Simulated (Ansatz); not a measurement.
MoTe₂ (2H-MoS2 type, space group P6_3/mmc)

```xyz
6
Lattice="3.5421 0.0000 0.0000 -1.7711 3.0676 0.0000 0.0000 0.0000 14.1819" Properties=species:S:1:pos:R:3 pbc="T T T"
Mo     0.0000     2.0451    10.6364
Mo     1.7711     1.0225     3.5455
Te     0.0000     2.0451     1.7510
Te     1.7711     1.0225     8.8420
Te     1.7711     1.0225    12.4309
Te     0.0000     2.0451     5.3399
```

The volume is varied about the relaxed value V₀ at fixed cell shape. The atoms relax within the cell's symmetry.

Computed with r2SCAN+rVV10 (plane waves to 500 eV, PAW, scalar-relativistic; Ansatz, a program for electronic structure). k mesh 11×11×3 (Γ-centred), Fermi-Dirac smearing 0.05 eV. Energies are smeared free energies. With the shape held, the modulus is that of even scaling; a crystal free to change shape is softer. MoTe2 is run without spin polarisation. MoTe2 was relaxed with its symmetry unable to fall. Spin-orbit coupling is left out, though Te is heavy. ΔE is measured from the relaxed starting cell.

```tsv
V (Å³/atom)	ΔE (meV/atom)
24.142	14.8
24.527	8.1
24.912	3.5
25.298	0.8
25.683	0.0
26.068	0.8
26.453	3.1
26.839	6.9
27.224	11.9
```

Problem. What is the fitted pressure derivative B₀′?

Solution. 4.7.

Problem. What bulk modulus at fixed cell shape B₀ follows from a third-order Birch-Murnaghan fit?

Solution. 45.8 GPa.

(A scan under strain: stresses follow from slopes of the energy per volume, elastic moduli from its curvatures.)
